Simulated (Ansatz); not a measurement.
VSi₂ (CrSi2 type, space group P6_222)

```cif
data_Si6V3
_chemical_formula_sum 'V3 Si6'
_space_group_name_H-M_alt 'P 1'
_space_group_IT_number 1
_cell_length_a 4.56611
_cell_length_b 4.56611
_cell_length_c 6.36620
_cell_angle_alpha 90.000
_cell_angle_beta 90.000
_cell_angle_gamma 120.000
loop_
_space_group_symop_operation_xyz
  'x, y, z'
loop_
_atom_site_label
_atom_site_type_symbol
_atom_site_fract_x
_atom_site_fract_y
_atom_site_fract_z
_atom_site_occupancy
V1 V 0.50000 0.00000 0.50000 1
V2 V 0.50000 0.50000 0.83333 1
V3 V 0.00000 0.50000 0.16667 1
Si1 Si 0.16284 0.32568 0.50000 1
Si2 Si 0.83716 0.16284 0.83333 1
Si3 Si 0.67432 0.83716 0.16667 1
Si4 Si 0.83716 0.67432 0.50000 1
Si5 Si 0.16284 0.83716 0.83333 1
Si6 Si 0.32568 0.16284 0.16667 1
```

The volume is varied about the relaxed value V₀ at fixed cell shape. The atoms relax within the cell's symmetry.

The numbers are results of PBE (plane waves to 420 eV, PAW, scalar-relativistic; Ansatz, a program for electronic structure), not measurements. k mesh 12×12×8 (Γ-centred), Fermi-Dirac smearing 0.05 eV. E stands for the smeared free energy. VSi2 is run without spin polarisation. VSi2 was relaxed with its symmetry unable to fall. The zero of ΔE is the relaxed starting cell.

Question: Give the computed ΔE (meV/atom) at V/V₀ = 0.950, 0.967, 0.983, 1.033, 1.067.

Answer: 
```tsv
V/V₀	ΔE (meV/atom)
0.950	19
0.967	8
0.983	2
1.033	7
1.067	28
```

(A scan under strain: stresses follow from slopes of the energy per volume, elastic moduli from its curvatures.)
